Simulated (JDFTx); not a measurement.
ZrSi2(010) slab cut from bulk ZrSi2 (space group Cmcm, indices of the conventional cell, lattice of the Materials Project entry mp-1515, not re-optimised): 12 atoms in 10 planes, a 1x1 cell of 13.53 Å² (|a| = 3.673, |b| = 3.683 Å), 12.8 Å between the outermost planes, Si outermost, slab composition Zr4Si8, cell height 29.3 Å, 6×6×1 k mesh, Fermi smearing 0.01 Ha, no spin polarisation. Whether this polymorph is the ambient one wasn't checked. Neither spin polarisation nor a larger cell was tried.

Profiles through the double layer of this slab, charged, in linear PCM (GLSSA13), water, 1 M NaCl; PBE, GBRV ultrasoft potentials, plane waves to 20/100 Ha, JDFTx (a modified build). z is the height above the outermost atoms, φ the plane-averaged electrostatic potential energy of an electron (zero in the bulk liquid), ρ_b the bound charge of solvent and ions, s the cavity shape function (0 in the solid, 1 in the liquid).

```json
[
 {"z (Å)": "0.81", "n (e/Å³)": "0.1312", "s": "0.00", "φ (eV)": "-1.653", "ρ_b (10⁻³ e/Å³)": "-0.02"},
 {"z (Å)": "1.28", "n (e/Å³)": "0.0523", "s": "0.00", "φ (eV)": "-0.615", "ρ_b (10⁻³ e/Å³)": "-0.48"},
 {"z (Å)": "1.74", "n (e/Å³)": "0.0184", "s": "0.00", "φ (eV)": "0.027", "ρ_b (10⁻³ e/Å³)": "1.10"},
 {"z (Å)": "2.21", "n (e/Å³)": "0.0064", "s": "0.08", "φ (eV)": "0.050", "ρ_b (10⁻³ e/Å³)": "5.80"},
 {"z (Å)": "2.67", "n (e/Å³)": "0.0022", "s": "0.58", "φ (eV)": "0.034", "ρ_b (10⁻³ e/Å³)": "2.77"},
 {"z (Å)": "3.14", "n (e/Å³)": "0.0008", "s": "0.97", "φ (eV)": "0.029", "ρ_b (10⁻³ e/Å³)": "0.93"},
 {"z (Å)": "3.60", "n (e/Å³)": "0.0003", "s": "1.00", "φ (eV)": "0.025", "ρ_b (10⁻³ e/Å³)": "0.34"},
 {"z (Å)": "4.07", "n (e/Å³)": "0.0001", "s": "1.00", "φ (eV)": "0.022", "ρ_b (10⁻³ e/Å³)": "0.13"},
 {"z (Å)": "4.53", "n (e/Å³)": "0.0000", "s": "1.00", "φ (eV)": "0.019", "ρ_b (10⁻³ e/Å³)": "0.06"},
 {"z (Å)": "5.00", "n (e/Å³)": "0.0000", "s": "1.00", "φ (eV)": "0.016", "ρ_b (10⁻³ e/Å³)": "0.03"},
 {"z (Å)": "5.46", "n (e/Å³)": "0.0000", "s": "1.00", "φ (eV)": "0.014", "ρ_b (10⁻³ e/Å³)": "0.01"},
 {"z (Å)": "5.93", "n (e/Å³)": "0.0000", "s": "1.00", "φ (eV)": "0.012", "ρ_b (10⁻³ e/Å³)": "0.01"},
 {"z (Å)": "6.39", "n (e/Å³)": "0.0000", "s": "1.00", "φ (eV)": "0.010", "ρ_b (10⁻³ e/Å³)": "0.01"},
 {"z (Å)": "6.86", "n (e/Å³)": "0.0000", "s": "1.00", "φ (eV)": "0.009", "ρ_b (10⁻³ e/Å³)": "0.01"},
 {"z (Å)": "7.32", "n (e/Å³)": "0.0000", "s": "1.00", "φ (eV)": "0.007", "ρ_b (10⁻³ e/Å³)": "0.00"},
 {"z (Å)": "7.79", "n (e/Å³)": "0.0000", "s": "1.00", "φ (eV)": "0.006", "ρ_b (10⁻³ e/Å³)": "0.00"}
]
```

Problem. Is the electrode positively or negatively charged, and roughly by how much?

Solution. Negatively: σ = -8.0 μC/cm² per face. The liquid's bound charge is of the opposite sign overall, and far from the surface φ decays with the screening length (3.0 Å).
